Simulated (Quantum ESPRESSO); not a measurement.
## Mg3S2ClF (input and log of a self-consistent run)

A calculation, not a measurement. The program is pw.x of Quantum ESPRESSO 7.5 (plane-wave density functional theory). The cell is made up: 7 atoms on a wurtzite lattice with one site empty, with randomly drawn elements, strain and displacements, not relaxed. PseudoDojo standard norm-conserving files (v0.5 for PBE, v0.4.1 for LDA and PBEsol) set the functional; there is no spin polarisation, spin-orbit coupling or dispersion term, and the masses in the input are unused placeholders.

Input:

```
&control calculation='scf', pseudo_dir='./dojo.nc.sr.pbe.v0_5.standard.upf', outdir='./o', disk_io='medium', tprnfor=.true., tstress=.true. /
&system ibrav=0, nat=7, ntyp=4, nbnd=34, ecutwfc=84.00895049, nosym=.true., tot_charge=0,
 occupations='smearing', smearing='fd', degauss=0.0018374661
/
&electrons conv_thr=7.350e-09, electron_maxstep=60, /
ATOMIC_SPECIES
Cl 1.0 Cl.upf
F 1.0 F.upf
Mg 1.0 Mg.upf
S 1.0 S.upf
CELL_PARAMETERS angstrom
3.7588 -0.0145 0.0279
-0.0252 6.3394 -0.0318
0.0456 -0.03 5.9794
ATOMIC_POSITIONS angstrom
Mg -0.0715 -0.1071 -0.0326
Mg 1.8323 3.1652 0.0552
Mg 1.8911 1.1222 3.042
S 0.0492 0.0085 2.1291
Cl 1.8493 3.1393 2.0779
F 2.0085 1.0761 5.2102
S -0.1093 4.1979 5.1346
K_POINTS automatic
5 4 4 1 1 1
```

The log is shortened where brackets say so; the opening notice, blank lines, dates and the lines on written files are dropped, and the path of the files is cut. It prints rydbergs, bohrs and kilobars, and counts compression as positive stress. With no partly filled state, the Fermi energy that it prints is only some level between the filled and the empty states on the mesh, and need not lie in the true gap.

```
     Program PWSCF v.7.5
     Parallel version (MPI & OpenMP), running on       1 processor cores
     Number of MPI processes:                 1
     Threads/MPI process:                     1
     [start-up lines left out]
     bravais-lattice index     =            0
     lattice parameter (alat)  =       7.1034  a.u.
     unit-cell volume          =     961.4120 (a.u.)^3
     number of atoms/cell      =            7
     number of atomic types    =            4
     number of electrons       =        56.00
     number of Kohn-Sham states=           34
     kinetic-energy cutoff     =      84.0090  Ry
     charge density cutoff     =     336.0358  Ry
     scf convergence threshold =      7.3E-09
     mixing beta               =       0.7000
     number of iterations used =            8  plain     mixing
     Exchange-correlation= PBE
                           (   1   4   3   4   0   0   0)
     [axes and pseudopotential details left out]
   Cartesian axes
     site n.     atom                  positions (alat units)
         1        Mg     tau(   1) = (  -0.0190214  -0.0284921  -0.0086727  )
         2        Mg     tau(   2) = (   0.4874524   0.8420478   0.0146850  )
         3        Mg     tau(   3) = (   0.5030951   0.2985423   0.8092725  )
         4        S      tau(   4) = (   0.0130888   0.0022613   0.5664110  )
         5        Cl     tau(   5) = (   0.4919749   0.8351575   0.5527901  )
         6        F      tau(   6) = (   0.5343274   0.2862782   1.3860854  )
         7        S      tau(   7) = (  -0.0290774   1.1167801   1.3659733  )
     number of k points=    40  Fermi-Dirac smearing, width (Ry)=  0.0018
                       cart. coord. in units 2pi/alat
        k(    1) = (   0.0997120   0.0749071   0.0781963), wk =   0.0500000
        k(    2) = (   0.0985484   0.0756909   0.2353708), wk =   0.0500000
     [further k points left out]
     Dense  grid:    99971 G-vectors     FFT dimensions: (  45,  72,  72)
     Estimated max dynamical RAM per process >     122.67 MB
     Initial potential from superposition of free atoms
     starting charge      55.9975, renormalised to      56.0000
     Starting wfcs are   31 randomized atomic wfcs +    3 random wfcs
     total cpu time spent up to now is       12.1 secs
     per-process dynamical memory:    87.9 Mb
     Self-consistent Calculation
     iteration #  1     ecut=    84.01 Ry     beta= 0.70
     Davidson diagonalization with overlap
     ethr =  1.00E-02,  avg # of iterations =  6.5
     total cpu time spent up to now is       51.1 secs
     total energy              =    -482.86672513 Ry
     estimated scf accuracy    <       0.63248824 Ry
     iteration #  2     ecut=    84.01 Ry     beta= 0.70
     Davidson diagonalization with overlap
     ethr =  1.13E-03,  avg # of iterations =  2.4
     total cpu time spent up to now is       92.3 secs
     total energy              =    -483.02435511 Ry
     estimated scf accuracy    <       0.26582756 Ry
     iteration #  3     ecut=    84.01 Ry     beta= 0.70
     Davidson diagonalization with overlap
     ethr =  4.75E-04,  avg # of iterations =  2.1
     total cpu time spent up to now is      126.8 secs
     total energy              =    -483.08247958 Ry
     estimated scf accuracy    <       0.01012167 Ry
     iteration #  4     ecut=    84.01 Ry     beta= 0.70
     Davidson diagonalization with overlap
     ethr =  1.81E-05,  avg # of iterations =  7.7
     total cpu time spent up to now is      169.0 secs
     total energy              =    -483.08472624 Ry
     estimated scf accuracy    <       0.00130388 Ry
     iteration #  5     ecut=    84.01 Ry     beta= 0.70
     Davidson diagonalization with overlap
     ethr =  2.33E-06,  avg # of iterations =  3.4
     total cpu time spent up to now is      201.8 secs
     total energy              =    -483.08494317 Ry
     estimated scf accuracy    <       0.00017127 Ry
     iteration #  6     ecut=    84.01 Ry     beta= 0.70
     Davidson diagonalization with overlap
     ethr =  3.06E-07,  avg # of iterations =  2.0
     total cpu time spent up to now is      234.8 secs
     total energy              =    -483.08498329 Ry
     estimated scf accuracy    <       0.00000939 Ry
     iteration #  7     ecut=    84.01 Ry     beta= 0.70
     Davidson diagonalization with overlap
     ethr =  1.68E-08,  avg # of iterations =  2.0
     total cpu time spent up to now is      268.7 secs
     total energy              =    -483.08498622 Ry
     estimated scf accuracy    <       0.00000094 Ry
     iteration #  8     ecut=    84.01 Ry     beta= 0.70
     Davidson diagonalization with overlap
     ethr =  1.69E-09,  avg # of iterations =  2.0
     total cpu time spent up to now is      299.8 secs
     total energy              =    -483.08498653 Ry
     estimated scf accuracy    <       0.00000011 Ry
     iteration #  9     ecut=    84.01 Ry     beta= 0.70
     Davidson diagonalization with overlap
     ethr =  1.88E-10,  avg # of iterations =  2.3
     total cpu time spent up to now is      331.7 secs
     total energy              =    -483.08498656 Ry
     estimated scf accuracy    <       0.00000001 Ry
     iteration # 10     ecut=    84.01 Ry     beta= 0.70
     Davidson diagonalization with overlap
     ethr =  1.95E-11,  avg # of iterations =  2.6
     total cpu time spent up to now is      368.0 secs
     End of self-consistent calculation
          k = 0.0997 0.0749 0.0782 ( 12521 PWs)   bands (ev):
   -71.1024 -70.9013 -70.5103 -37.9384 -37.9056 -37.8349 -37.7027 -37.6845
   -37.6503 -37.3691 -37.3141 -37.2766 -20.3077 -11.0621  -7.4049  -7.0448
    -2.3217  -2.2612  -1.8664  -0.4677   0.3769   1.3219   1.6330   1.9168
     2.9443   3.1693   3.3334   3.5518   6.1733   8.7855   9.5239  10.1037
    10.4370  11.0863
     [levels at the other k points left out]
     the Fermi energy is     5.0657 ev
!    total energy              =    -483.08498657 Ry
     estimated scf accuracy    <          5.4E-10 Ry
     smearing contrib. (-TS)   =       0.00000000 Ry
     internal energy E=F+TS    =    -483.08498657 Ry
     The total energy is F=E-TS. E is the sum of the following terms:
     one-electron contribution =    -358.82290031 Ry
     hartree contribution      =     183.70202756 Ry
     xc contribution           =     -80.71992636 Ry
     ewald contribution        =    -227.24418746 Ry
     convergence has been achieved in  10 iterations
     Forces acting on atoms (cartesian axes, Ry/au):
     atom    1 type  3   force =    -0.00717048    0.07214178   -0.03856350
     atom    2 type  3   force =    -0.03911536   -0.01369278   -0.13147303
     atom    3 type  3   force =     0.01398100   -0.03266433    0.01104147
     atom    4 type  4   force =    -0.00495892    0.00789963    0.08635665
     atom    5 type  1   force =     0.00004280    0.03266396    0.15178977
     atom    6 type  2   force =    -0.00451000    0.00078796   -0.01192559
     atom    7 type  4   force =     0.04173095   -0.06713623   -0.06722578
     Total force =     0.264032     Total SCF correction =     0.000066
     Computing stress (Cartesian axis) and pressure
          total   stress  (Ry/bohr**3)                   (kbar)     P=       94.35
   0.00032430   0.00015613  -0.00005074           47.71       22.97       -7.46
   0.00015613   0.00052633   0.00003223           22.97       77.43        4.74
  -0.00005074   0.00003223   0.00107355           -7.46        4.74      157.92
     init_run     :     11.69s CPU     11.92s WALL (       1 calls)
     electrons    :    338.26s CPU    355.92s WALL (       1 calls)
     forces       :      5.31s CPU      5.37s WALL (       1 calls)
     stress       :     19.16s CPU     19.36s WALL (       1 calls)
     [timing details left out]
     PWSCF        :   6m14.74s CPU   6m34.34s WALL
     JOB DONE.
```

In other units: free energy -6572.706 eV for the cell, pressure 9.44 GPa, largest force component 3.903 eV/Å. A rerun of a related cell, with the same atoms placed differently, at 1437 eV and a 7 x 6 x 6 mesh moved values by no more than 0.002 eV in energy, 0.04 GPa in stress and 0.007 eV/Å in force.